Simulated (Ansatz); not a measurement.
Relaxed candidate structures of InAgTe2:

A. P4₂/m (No. 84), tP8; a = 6.0366 Å, b = 6.0366 Å, c = 7.2824 Å, α = 90.00°, β = 90.00°, γ = 90.00°; Ag 2f (0.500, 0.500, 0.250); In 2e (0.000, 0.000, 0.250); Te 4j (0.735, 0.245, 0.000)

B. I-42d (No. 122), tI16, chalcopyrite type; a = b = 6.434 Å, c = 12.760 Å, α = β = γ = 90.00°; Ag 4a (0.000, 0.000, 0.000); In 4b (0.000, 0.000, 0.500); Te 8d (0.250, 0.259, 0.375)

C. Fmm2 (No. 42), oF16; a = 6.400 Å, b = 7.940 Å, c = 11.294 Å, α = 90.00°, β = 90.00°, γ = 90.00°; Ag 4a (0.000, 0.000, 0.327); In 4a (0.000, 0.000, 0.564); Te 8b (0.250, 0.250, 0.222)

D. P6₃/mmc (No. 194), hP8; a = b = 4.1522 Å, c = 14.1456 Å, α = β = 90.00°, γ = 120.00°; In 2d (0.667, 0.333, 0.250); Te 4f (0.333, 0.667, 0.113); Ag 2a (0.000, 0.000, 0.000)

Task: Rank these by energy per atom (lowest first), as PBEsol (plane waves to 420 eV, PAW, scalar-relativistic; Ansatz, an electronic-structure program) gives it.

Result: B (reference, the lowest among the structures calculated here), D (+0.12 eV/atom), A (+0.27 eV/atom), C (+0.29 eV/atom)

1 run with a doubtful electronic state, a coarser numerical grid, an end not at rest or a source that can't be used is left out. Each run could gain symmetry but not lose that of its start, so entries can be saddle points. From databases, or of a type measured for this composition: I-42d, tI16, chalcopyrite type; the others are generated cells (placed on structure types, drawn at random, substituted or restacked) that were not matched to a known phase here. Energies are at zero temperature and pressure, without zero-point motion. The runs use different k-meshes, so differences are rounded accordingly. No spin polarisation in the result. Spin-orbit coupling is missing; with elements this heavy it can move band edges by tenths of an eV or more.
